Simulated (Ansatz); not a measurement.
Re2B in space group P4/nmm (No. 129; Re on 2a, Re on 2c, B on 2c), DFT-PBEsol in the program Ansatz with PAW potentials, all energies at zero smearing, with the estimated change up to a 700 eV cutoff added, with one set of potentials and settings (totals compare only within such a set). Cell of 6 atoms (4 Re, 2 B): -43256.984 eV.

| element | reference phase | E (eV/atom) |
|---|---|---|
| Re | P6_3/mmc, 4 atoms in the cell | -10738.3805 |
| B | R-3m, 12 atoms in the cell | -152.6704 |

Formation energy per atom, worked out: (-43256.984 − 4×(-10738.3805) − 2×(-152.6704))/6 = 0.313 eV/atom (30 kJ per mol of atoms), at 0 K, without zero-point energy or fitted corrections.

The cell is a constructed one: a structure type filled with these elements; neither database checked (COD, Materials Project) lists it. Its standing as an ambient phase is unchecked. Symmetry was held in the PBEsol relaxation; its stability against distortions is not shown here. The run is not spin-polarised. The references are the lowest solids computed at this level, not always the standard phases. Scalar-relativistic: spin–orbit coupling is off unless named, which matters more the heavier the elements.

Potentials: the earlier of the program's two PAW sets. The files were generated under PBE; for other functionals the program regenerates the frozen cores, and for LDA and PBEsol the local potential too.
